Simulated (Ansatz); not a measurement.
Computed with DFT PBE, scalar-relativistic, plane waves, PAW (Ansatz 0.2.0). All cells share a 420 eV cutoff and Γ-centred k meshes spaced at most about 0.3 Å⁻¹ (about 0.25 or finer for metals, 2π included). No spin polarisation in the final relaxations.

Temperature and zero-point effects are left out. All come from trial cells, and lower structures may exist.

Problem. These unrelaxed guesses for Ge3Pt are each relaxed within their symmetry. Order them by the energy at which they end, lowest first.
A.

```
Ge Pt
1.0
     0.00000    3.10495    3.10495
     3.10495    0.00000    3.10495
     3.10495    3.10495    0.00000
Ge Pt
3 1
Direct
  0.25000 0.25000 0.25000
  0.75000 0.75000 0.75000
  0.50000 0.50000 0.50000
  0.00000 0.00000 0.00000
```

B.

```
Ge Pt
1.0
     5.11005    0.00000    0.00000
     0.00000    5.11005    0.00000
     0.00000    0.00000    5.58107
Ge Pt
6 2
Direct
  0.00000 0.50000 0.70845
  0.50000 0.00000 0.29155
  0.50000 0.00000 0.79155
  0.00000 0.50000 0.20845
  0.00000 0.00000 0.00000
  0.50000 0.50000 0.50000
  0.00000 0.00000 0.50000
  0.50000 0.50000 0.00000
```

C.

```
Ge Pt
1.0
     3.54722    2.04799    3.13816
    -3.54722    2.04799    3.13816
     0.00000   -4.09597    3.13816
Ge Pt
6 2
Cartesian
  1.9684 -1.1364 5.7554
  0.0000 2.2729 5.7554
  -1.9684 -1.1364 5.7554
  -1.9684 1.1364 3.6591
  1.9684 1.1364 3.6591
  0.0000 -2.2729 3.6591
  0.0000 0.0000 2.5937
  0.0000 0.0000 6.8208
```

D.

```
Ge Pt
1.0
     5.07487    0.00000    0.00000
     0.00000    5.07487    0.00000
     0.00000    0.00000    5.07487
Ge Pt
6 2
Direct
  0.25000 0.00000 0.50000
  0.50000 0.75000 0.00000
  0.75000 0.00000 0.50000
  0.50000 0.25000 0.00000
  0.00000 0.50000 0.75000
  0.00000 0.50000 0.25000
  0.00000 0.00000 0.00000
  0.50000 0.50000 0.50000
```

Solution. C (ends in R-3m, 0 meV/atom), B (ends in Im-3m, 57 meV/atom), A (ends in Fm-3m, BiF3 (D0_3) type, 143 meV/atom), D (ends in Pm-3n, A15 type, 154 meV/atom).

For metals, differences of a few meV/atom aren't resolved. Spin–orbit coupling, which can matter for Pt, is left out. Cells relaxed within their symmetry can be saddle points. Some candidate types were left out of the draw beforehand, so a known form may be missing.
